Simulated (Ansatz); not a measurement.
Name crystals whose computed values (plane-wave PAW r²SCAN (Ansatz code)) fall in these windows: B₀ by P(V) fit (GPa) 23 to 32; HSE06 gap (eV) 5.8 to 7.2; gap (eV) 4.6 to 6.7.



| crystal | B₀ by P(V) fit (GPa) | HSE06 gap (eV) | gap (eV) |
|---|---|---|---|
| Rb3NaW2O8, P-3m1 (Pearson symbol hP14) | 28.8 | 6.49 | 5.58 |
| Cs2LiIrC6N6, Fm-3m (Pearson symbol cF64) | 27.8 | 6.67 | 5.92 |
| KScS2O8, C2/m (Pearson symbol mS24) | 25.5 | 6.49 | 4.99 |
| Rb2MgCl4, I4/mmm (Rb on 4e, Mg on 2a, Cl on 4e, Cl on 4c) | 23.1 | 6.24 | 5.65 |
| Na6MgCl8, Fm-3m (Na on 24d, Mg on 4a, Cl on 8c, Cl on 24e) | 23.9 | 6.66 | 6.08 |
Others may fit too.

Standing as an ambient phase not checked: Rb3NaW2O8, P-3m1 (Pearson symbol hP14); Cs2LiIrC6N6, Fm-3m (Pearson symbol cF64); KScS2O8, C2/m (Pearson symbol mS24); Rb2MgCl4, I4/mmm (Rb on 4e, Mg on 2a, Cl on 4e, Cl on 4c); Na6MgCl8, Fm-3m (Na on 24d, Mg on 4a, Cl on 8c, Cl on 24e). All cells were relaxed under the symmetry of their starts (and spin orders); stability against distortions was not tested throughout. Rows with no word on spin ran without spin polarisation. Spin–orbit coupling is left out wherever it is not named.

Potentials: the later of the program's two PAW sets.
